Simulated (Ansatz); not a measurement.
BeS:
```
BeS
1.0
    0.00000     2.41900     2.41900
    2.41900     0.00000     2.41900
    2.41900     2.41900     0.00000
Be S
1 1
Direct
  0.50000   0.50000   0.50000
  0.25000   0.25000   0.25000
```

x, y and z are the axes in which the lattice vectors are written.

Give the high-frequency dielectric tensor and the Born effective charge tensors of the independent atoms from DFPT, PBEsol in the plane-wave PAW code Ansatz.


ε∞:
```
5.38  0.00  0.00
0.00  5.38  0.00
0.00  0.00  5.38
```
Z* of atom 1 (Be), rows: field, columns: displacement, in e:
```
1.58  0.00  0.00
0.00  1.58  0.00
0.00  0.00  1.58
```
Z* of atom 2 (S), rows: field, columns: displacement, in e:
```
-1.58   0.00   0.00
 0.00  -1.58   0.00
 0.00   0.00  -1.58
```

Space group F-43m (zinc blende). The PBEsol relaxation kept the symmetry of its start. The volume moved by 26 % from the start of the relaxation.

Potentials: the later of the program's two PAW sets.
